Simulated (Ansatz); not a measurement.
LiCl (rock salt) is sheared across one {110} plane: the third cell vector gains the shift, so faults repeat every 5.5 Å. The cut lies between planes 1.82 Å apart; the cell height is held.

```
CELL_PARAMETERS angstrom
      3.64188     0.00000     0.00000
      0.00000     5.15039     0.00000
      1.82094     2.57520     5.46282
ATOMIC_POSITIONS crystal
  Cl 0.00000 0.00000 0.83333
  Cl 0.33333 0.33333 0.16667
  Cl 0.66667 0.66667 0.50000
  Li 0.00000 0.50000 0.83333
  Li 0.33333 0.83333 0.16667
  Li 0.66667 0.16667 0.50000
```

In-plane vectors a = (3.642, 0.000) Å, b = (0.000, 5.150) Å, area 18.76 Å². The shift is s times the vector a (length 3.642 Å), so s = 1 restores the start. The shift is rigid: no atom relaxes. γ = [E(shift) − E(0)] / area.

The numbers are results of PBE (plane waves to 420 eV, PAW, scalar-relativistic; Ansatz, a program for electronic structure), not measurements. k mesh 8×8×8 (Γ-centred), Fermi-Dirac smearing 0.05 eV. Energies are extrapolated to zero smearing. Faults lie only 5.5 Å apart, and holding the cell height and the atoms raises γ above its relaxed value. LiCl was relaxed with its symmetry unable to fall. The zero of γ is zero shift.

```tsv
s	γ (mJ/m²)
0.000	0
0.083	40
0.167	184
0.250	474
0.333	withheld
0.417	1301
0.500	1474
0.583	1301
0.667	withheld
0.750	474
0.833	184
0.917	40
```

Fit a Fourier form (three harmonics of 1 − cos and sin) to the given rows and predict γ at s = 0.333.

Least squares on the 10 given rows: γ = (728.1)·[1 − cos(2πs)] + (-131.4)·[1 − cos(4πs)] + (8.6)·[1 − cos(6πs)], in mJ/m²; root-mean-square residual 0.4 mJ/m². At 0.333 the fit gives 895 mJ/m²; the calculation gives 895 mJ/m², the same to the digits shown. 

(The slope of γ gives the shear force per area between the displaced halves; near zero shift its curvature is an elastic stiffness.)
